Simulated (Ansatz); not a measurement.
**Slab of fcc Al (110), 2 layers**

The slab is cut from the fcc crystal, the stable phase, as relaxed on PAW files (15.80 Å³/atom), with 16 Å of vacuum and a dipole correction:

```
Al
1.0
     2.81653    0.00000    0.00000
     0.00000    3.98318    0.00000
     0.00000    0.00000   17.40830
Al
2
Direct
  0.25000 0.25000 0.45955
  0.75000 0.75000 0.54045
```

Computed with Ansatz 0.2.0; functional LDA, scalar-relativistic. Settings: a Γ-centred 14×10×1 k mesh, Fermi–Dirac smearing of 0.08 eV, no spin polarisation. Methods: LAPW: all electrons, basis error target 1 meV/atom; PAW: frozen-core files, cutoff 420 eV.

The bulk energy comes from a cell in the slab's orientation on a 14×10×14 mesh. The surface energy is (E(slab) − N·E(bulk))/2A at zero smearing, the mean of both faces; thin slabs carry quantum-size effects.

The PAW files were made under PBE.

Task: As cut, the LAPW slab lies 1.733 eV above 2 atoms of bulk. What surface energy is that?

Result: Over two faces of 11.22 Å² it is 77.3 meV/Å², and times 16.02 J/m² per eV/Å² that gives γ = 1.238 J/m².

```tsv
method	γ as cut (J/m²)	γ relaxed (J/m²)	Φ as cut (eV)	Φ relaxed (eV)
LAPW	1.238	?	?	4.21
```

Task: Fill in "Φ as cut (eV)" for the row "LAPW".

Result: 4.06.

Task: Fill in "γ relaxed (J/m²)" for the row "LAPW".

Result: 1.162.

Task: How do the spacings between the planes relax?

Result: From the bottom face up: d12 -30.0 % of 1.408 Å.

Task: What changes if the images along the normal are cut off in place of the dipole correction?

Result: LAPW then gives: no gap, work function 4.21 eV; PAW: no gap, work function 4.21 eV.

Task: A field of 0.2 V/Å is applied along the normal, atoms held. What follows?

Result: LAPW finds an induced dipole of 0.0521 e·Å a cell (PAW 0.0521), that is 4.20 Å for 4πα over the area, against 0.99 Å between the outer atoms.
